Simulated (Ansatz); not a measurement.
Values for one crystal, relaxed and computed with plane-wave PAW r²SCAN (Ansatz code); other levels are named.

| Property | Value |
|---|---|
| Volume per atom | 19.03 Å³ |
| Electronic character | metallic (no gap) |
| Density of states at the Fermi level | 0.27 states/eV per atom (mean over ±0.08 eV) |
| Formation energy from the elements (no fitted shifts) | -0.59 eV/atom |

Question: Which compound is it?
(A) LaGa3Cu, I-4m2 (La on 2a, Ga on 4e, Ga on 2c, Cu on 2d)
(B) Al2Cu, I4/mcm (Al on 8h, Cu on 4a)
(C) SrIn4Pd, Cmcm (Pearson symbol oS24)
(D) CoSn, P6/mmm (Co on 3f, Sn on 1a, Sn on 2d)

Answer: A, LaGa3Cu, I-4m2 (La on 2a, Ga on 4e, Ga on 2c, Cu on 2d)

The first step of the workflow began from a Materials Project structure, measured or hypothetical; the Crystallography Open Database copy checked does not list it. COD files the formula under space group No. 107, so this cell is another polymorph or a model. With Ga and Cu taken as one species the cell has the higher symmetry I4/mmm, so it may be an ordered model of a mixed-site phase. Its standing as an ambient phase is unchecked. The cell was relaxed with r²SCAN under the symmetry of its start; whether a distortion lowers the energy is not shown. No spin polarisation was allowed. The references are the lowest solids computed at this level, not always the standard phases. Spin–orbit coupling is left out wherever it is not named.

Potentials: the later of the program's two PAW sets.
